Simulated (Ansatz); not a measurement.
Consider the following.

GaNi:
```
GaNi
1.0
    2.87780     0.00000     0.00000
    0.00000     2.87780     0.00000
    0.00000     0.00000     2.87780
Ni Ga
1 1
Direct
  0.50000   0.50000   0.50000
  0.00000   0.00000   0.00000
```

This is the r²SCAN-relaxed structure.

### Question
All from DFT-r²SCAN in the program Ansatz with PAW potentials, unless another level is named. Estimate the density of states at the Fermi level.

### Answer
0.41 states/eV per atom (mean over ±0.08 eV).

### Question
What about the formation energy from the elements (no fitted shifts)?

### Answer
-0.36 eV/atom.

### Question
Predict the gap with spin–orbit coupling.

### Answer
none (metallic).

Space group Pm-3m (CsCl type). The workflow started from an entry of the Crystallography Open Database (COD). Its standing as an ambient phase is unchecked. The r²SCAN relaxation kept the symmetry of its start; whether a distortion lowers the energy is not shown. The workflow began spin-polarised and lost its moments. The references are the lowest solids computed at this level, not always the standard phases. Scalar-relativistic: spin–orbit coupling is off unless named, which matters more the heavier the elements.

Potentials: the later of the program's two PAW sets.
